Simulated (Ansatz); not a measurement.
Data:

BiBr$_{3}$:
```
CELL_PARAMETERS angstrom
      3.59424     6.22066     0.00000
     -3.59424     6.22066     0.00000
     -2.36654     0.00000     6.48045
ATOMIC_POSITIONS crystal
  Bi 0.16637 0.16637 0.00000
  Bi 0.83363 0.83363 0.00000
  Br 0.07386 0.58286 0.74688
  Br 0.92614 0.41714 0.25312
  Br 0.58286 0.07386 0.25312
  Br 0.41714 0.92614 0.74688
  Br 0.76274 0.23726 0.74053
  Br 0.23726 0.76274 0.25947
```

This is the r²SCAN+D4-relaxed structure.

Problem. All from DFT-r²SCAN+D4 in the program Ansatz with PAW potentials, unless another level is named. Estimate the formation energy from the elements (no fitted shifts).

Solution. -0.83 eV/atom.

Problem. And the HSE06 gap on the r²SCAN+D4 cell?

Solution. 3.49 eV.

Problem. Next, the electron effective mass?

Solution. 0.49, 0.49, 2.9 mₑ (principal values).

Space group C2/m. The workflow started from a Materials Project entry (that database holds measured and hypothetical structures alike); the Crystallography Open Database files this formula in space group No. 12, but the cells were not matched. Its standing as an ambient phase is unchecked. Symmetry was held in the r²SCAN+D4 relaxation; its stability against distortions is not shown here. The references are the lowest solids computed at this level, not always the standard phases. Scalar-relativistic: spin–orbit coupling is off unless named, which matters more the heavier the elements.

Potentials: the later of the program's two PAW sets.
